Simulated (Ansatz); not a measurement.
Ba2MgMoO6:
```cif
data_Ba8Mg4Mo4O24
_chemical_formula_sum 'Ba8 Mg4 Mo4 O24'
_space_group_name_H-M_alt 'Fm-3m'
_space_group_IT_number 225
_space_group_name_Hall '-F 4 2 3'
_cell_length_a 8.09811
_cell_length_b 8.09811
_cell_length_c 8.09811
_cell_angle_alpha 90.000
_cell_angle_beta 90.000
_cell_angle_gamma 90.000
loop_
_atom_site_label
_atom_site_type_symbol
_atom_site_symmetry_multiplicity
_atom_site_Wyckoff_symbol
_atom_site_fract_x
_atom_site_fract_y
_atom_site_fract_z
_atom_site_occupancy
Ba1 Ba 8 c 0.25000 0.25000 0.25000 1
Mg1 Mg 4 b 0.50000 0.50000 0.50000 1
Mo1 Mo 4 a 0.00000 0.00000 0.00000 1
O1 O 24 e 0.00000 0.00000 0.23814 1
```
(The calculation used a cell of 10 atoms; values per cell refer to that cell.)

Relaxed with r²SCAN. Independent-particle spectrum: no excitons, no local fields, no scissors shift; 0.1 eV broadening; ε₁ of the summed bands alone.

Q: Tabulate the dielectric function from DFT-r²SCAN in the program Ansatz with PAW potentials.

A: 

```
E (eV)  ε₁ xx  ε₂ xx
------  -----  -----
0.0      5.09   0.00
0.4      5.11   0.00
0.8      5.18   0.00
1.2      5.31   0.00
1.6      5.51   0.00
2.0      5.84   0.00
2.4      6.41   0.00
2.8      7.65   0.15
3.2     10.29   2.79
3.6      6.73   6.26
4.0      6.21   8.21
4.4      0.98   5.73
4.8      0.28   3.86
5.2      0.70   1.92
5.6      1.66   0.47
6.0      2.88   0.36
6.4      3.70   0.19
6.8      5.03   0.33
7.2      6.48   1.99
7.6      5.70   3.54
8.0      5.87   4.82
8.4      4.58   4.72
8.8      4.04   6.40
9.2      1.09   7.16
9.6      0.18   5.45
10.0     0.03   4.67
10.4    -0.25   4.13
10.8    -0.85   2.76
11.2     0.37   2.68
11.6     0.41   2.55
12.0     0.15   3.04
```

Q: From ε at 3.1 eV (xx: 9.67 + 1.41i), find n, k, the normal reflectivity and the absorption coefficient.

A: n = 3.12, k = 0.226, R = 27 %, α = 2kE/ħc = 71000 cm⁻¹.

With all bands, ε∞ without local fields is 5.37.

The workflow started from a Materials Project entry (that database holds measured and hypothetical structures alike); the Crystallography Open Database copy checked does not list it. Whether it is the stable phase at ambient conditions was not checked. The r²SCAN relaxation kept the symmetry of its start; whether a distortion lowers the energy is not shown. No spin polarisation was allowed. No Hubbard U is applied. Spin–orbit coupling is left out wherever it is not named.

Potentials: the later of the program's two PAW sets.
